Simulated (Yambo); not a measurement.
## Convergence of the G0W0 gap of PbI$_{2}$ monolayer

G0W0@PBEsol for a free-standing PbI2 monolayer (symmetry P-3m1, slab cell 16.7 Å high) in Yambo. Reference settings: 6×6×1 Γ-centred k mesh, 224 bands and a 5 Ry block in the screening, 224 bands in G with the Bruneval-Gonze terminator, plasmon pole fitted at 27.2 eV, slab-truncated Coulomb interaction, stochastic integration of W near q = 0. The PBEsol gap (0, 0.167) → Γ on this mesh is 1.73 eV; G0W0 gaps are taken between the same points.

| change from the reference | G0W0 gap (0, 0.167) → Γ (eV) | shift of the valence edge (eV) | rough Yambo cost |
|---|---|---|---|
| reference settings | 2.94 | -0.73 | 1 |
| 86 bands in W, 86 bands in G | 2.92 | -0.44 | about 1/3 |
| 86 bands in G | 2.93 | -0.58 | – |
| 106 bands in W | 2.91 | -0.60 | about 1/2 |
| no stochastic integration of W | 3.71 | -1.14 | – |
| pole fitted at 15 eV | 2.91 | -0.68 | – |
| 144 bands in G, no terminator | 2.92 | -0.41 | – |

The reference isn't shown to be the converged limit. Costs are rough (shared machines), scaled to the same edge states, and given only for runs that recompute the screening. Without the stochastic integration, the mesh misses the sharp change of W near q = 0 in a layer: the 0.77 eV of that row are a sampling artefact.

The standard potential for Pb keeps a d shell in the valence without the s and p states of that shell. In tests on such compounds this moved G0W0 gaps by up to about 0.9 eV, so absolute quasiparticle energies here are unreliable; differences between settings are what counts.

Spin-orbit coupling is included.

Geometry relaxed with PBEsol; primitive cell a = b = 4.541 Å, c = 16.700 Å, α = β = 90.00°, γ = 120.00°.

A shift is the quasiparticle energy of the state minus its PBEsol energy.
